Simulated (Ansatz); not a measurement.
Property card for Hf5F

Computed with Ansatz, DFT PBE, scalar-relativistic, plane waves, PAW.

Cutoff 420 eV; k points 12×12×4 on the computed 6-atom cell (Γ-centred); Gaussian smearing, width 0.10 eV; no spin polarisation.

The structure is relaxed at this level of theory with its symmetry kept, and needn't be the ground state of this composition.

```yaml
crystal:
  lattice:
    - [3.18030, 0.00000, 0.00000]
    - [-1.59015, 2.75422, 0.00000]
    - [0.00000, 0.00000, 13.75890]
  atoms:
    - { symbol: Hf, position: [0.66667, 0.33333, 0.86490] }
    - { symbol: Hf, position: [0.00000, 0.00000, 0.68872] }
    - { symbol: Hf, position: [0.66667, 0.33333, 0.50000] }
    - { symbol: Hf, position: [0.00000, 0.00000, 0.31128] }
    - { symbol: Hf, position: [0.66667, 0.33333, 0.13510] }
    - { symbol: F, position: [0.00000, 0.00000, 0.00000] }
```

| Quantity | Value |
| --- | --- |
| Space group | P-6m2 (No. 187) |
| Volume per atom | 20.09 Å³ |
| Formation energy from the elements' standard states (uncorrected) | -0.470 eV/atom |
| Kohn–Sham band gap | none (metal) |
| Density of states at the Fermi level | 7.3 states/eV per cell |
| Orbital (Löwdin) character within 0.5 eV of the Fermi level | Hf 5d 87 %, unprojected 4 % |
| Bader charge by site (e) | Hf (2 in the cell) 0.26, Hf (2 in the cell) 0.25, Hf (1 in the cell) -0.10, F (1 in the cell) -0.92 |

Spin-orbit coupling is left out, which matters for the bands of heavy elements. Spin polarisation was left out, and a magnetic state may lie lower.

The cell was found from a structure generator's guess, not taken from experiment. Löwdin shares on free-atom orbitals overweight diffuse shells.
